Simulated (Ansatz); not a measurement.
# Rh under strains and displacements

Level of theory: DFT PBEsol, scalar-relativistic, plane waves, PAW in Ansatz.

Settings: cutoff 420 eV, Γ-centred mesh 18×18×18 on the computed 1-atom cell, Gaussian smearing of 0.10 eV; no spin polarisation.

Reference cell:

```xyz
1
Lattice="0.0000 1.9016 1.9016 1.9016 0.0000 1.9016 1.9016 1.9016 0.0000" Properties=species:S:1:pos:R:3 pbc="T T T"
Rh    0.0000    0.0000    0.0000
```

Each variant moves atoms of this cell by the vectors given, if any (Å), and then applies a symmetric strain (tensor components, Cartesian axes). The reference cell isn't relaxed at this level. Energies are per atom at zero smearing, counted from the lowest variant. Pressure is positive in compression.

1. strain (xx yy zz yz xz xy, %) 1.07 1.07 1.07 0.00 0.00 0.00
2. strain (xx yy zz yz xz xy, %) -1.12 -2.65 -3.09 0.00 2.00 0.00
3. strain (xx yy zz yz xz xy, %) 2.25 2.25 2.25 0.00 0.00 0.00
4. strain (xx yy zz yz xz xy, %) 1.84 1.84 1.84 0.00 0.00 0.00

| variant | ΔE (meV/atom) | P (GPa) | largest force (eV/Å) | gap on mesh (eV) | space group |
| --- | --- | --- | --- | --- | --- |
| 1 | ? | ? | ? | ? | ? |
| 2 | 23.9 | 18.01 | 0.00 | 0 | C2/m |
| 3 | 52.7 | -20.17 | 0.00 | 0 | Fm-3m |
| 4 | 31.8 | -17.87 | 0.00 | 0 | Fm-3m |

Give the withheld rows.

| variant | ΔE (meV/atom) | P (GPa) | largest force (eV/Å) | gap on mesh (eV) | space group |
| --- | --- | --- | --- | --- | --- |
| 1 | 0.0 | -13.03 | 0.00 | 0 | Fm-3m |